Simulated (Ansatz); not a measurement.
**Response properties of Pb (P6_3/mmc)**

The conventional cell has a = 3.456 Å, b = 3.456 Å, c = 5.762 Å, α = 90.00°, β = 90.00°, γ = 120.00°. Pb (atom 1) is surrounded by 12 Pb at 3.46 to 3.50 Å.

The structure is one entry of a database and needn't be the stable phase. Ansatz runs use the cell relaxed by PAW under their functional.

Task: What do its conduction electrons give? (PBEsol, all-electron LAPW in Ansatz 0.2.0, scalar-relativistic; a = 3.456, c = 5.762 Å; k mesh 14×14×8, fine mesh 20×20×12, Fermi-Dirac smearing of 0.050 eV, basis error target 1 meV/atom)

Result: Fermi-surface sums: N(E_F) = 0.55 states/eV/atom, ħω_p (r.m.s. of x, y, z) = 8.9 eV, Fermi speed = 1.23×10⁶ m/s.

Task: How stiff is it? (PBEsol, all-electron LAPW in Ansatz 0.2.0, scalar-relativistic; a = 3.458, c = 5.771 Å; k mesh 16×16×10, strains of ±0.005, Fermi-Dirac smearing of 0.080 eV, basis error target 1 meV/atom)

Result: Elastic moduli (Hill averages, relaxed ions; θ_D from sound speeds over directions): B = 47.2 GPa, G = 13.7 GPa, C11 = 68.6 GPa, C33 = 84.2 GPa, C44 = 10.5 GPa, ν = 0.367, θ_D = 116 K.

Task: How does it vibrate? (PBEsol, all-electron LAPW in Ansatz 0.2.0, scalar-relativistic; a = 3.473, c = 5.715 Å; k mesh 12×12×6, Fermi-Dirac smearing of 0.100 eV, basis error target 1 meV/atom; q mesh 2×2×2)

Result: Harmonic phonons by finite displacements (negative means unstable): highest mode = 75.9 cm⁻¹, lowest at M = 29.9 cm⁻¹, lowest at A = 18.6 cm⁻¹, lowest at L = 41.5 cm⁻¹, lowest optical at Γ = 26.1 cm⁻¹, highest at Γ = 74.7 cm⁻¹.

Limits of these numbers: no spin-orbit coupling on heavy atoms; these sums move with the mesh, by several per cent and more for small sheets (Fermi surface); responses of metals move with mesh and smearing (moduli, phonons); elastic stability says nothing of phonons or of other phases (moduli); a very soft zone-boundary mode, near an instability or sensitive to the mesh (phonons).
